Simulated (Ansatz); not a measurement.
Mg (hcp (Mg type), space group No. 194) at seven volumes, LDA (plane waves, PAW; program Ansatz), shape and atoms relaxed at each. One row is withheld.

```tsv
V (Å³/atom)	P (GPa)
19.657	4.53
20.305	2.78
20.953	1.29
21.601	0.00
22.249	-1.10
22.897	-2.05
23.545	?
```

Fit the shown pressures and predict the withheld one.

P = (3/2)B₀(x^(7/2) − x^(5/2))[1 + (3/4)(B′ − 4)(x − 1)] with x = (V₀/V)^(2/3). Least squares on the six rows gives V₀ = 21.602 Å³/atom, B₀ = 39.6 GPa, B′ = 4.06. At V = 23.545, x = 0.9442 and P = -2.86 GPa. The run itself gave -2.86 GPa.

Space group P6_3/mmc (hcp (Mg type)). Symmetry was held in the LDA relaxation.

Potentials: the later of the program's two PAW sets.
